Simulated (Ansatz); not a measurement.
Ge3N4:
```cif
data_Ge6N8
_chemical_formula_sum 'Ge6 N8'
_space_group_name_H-M_alt 'P63/m'
_space_group_IT_number 176
_space_group_name_Hall '-P 6c'
_cell_length_a 8.13057
_cell_length_b 8.13057
_cell_length_c 3.11454
_cell_angle_alpha 90.000
_cell_angle_beta 90.000
_cell_angle_gamma 120.000
loop_
_atom_site_label
_atom_site_type_symbol
_atom_site_symmetry_multiplicity
_atom_site_Wyckoff_symbol
_atom_site_fract_x
_atom_site_fract_y
_atom_site_fract_z
_atom_site_occupancy
Ge1 Ge 6 h 0.23535 0.40625 0.25000 1
N1 N 2 c 0.33333 0.66667 0.25000 1
N2 N 6 h 0.33047 0.02750 0.25000 1
```

This is the PBE-relaxed structure.

**Question.** All from DFT-PBE in the program Ansatz with PAW potentials, unless another level is named. Give the hole effective mass.

**Answer.** 2.9, 13, 13 mₑ (principal values).

**Question.** Give the formation energy from the elements (no fitted shifts).

**Answer.** 12 meV/atom.

**Question.** Next, the band gap?

**Answer.** 1.81 eV (direct).

**Question.** Predict the valence-band maximum.

**Answer.** at Γ.

Space group P6_3/m. The PBE relaxation kept the symmetry of its start. The references are the lowest solids computed at this level, not always the standard phases (solids in place of the gases). Spin–orbit coupling is left out wherever it is not named.

Potentials: the earlier of the program's two PAW sets.
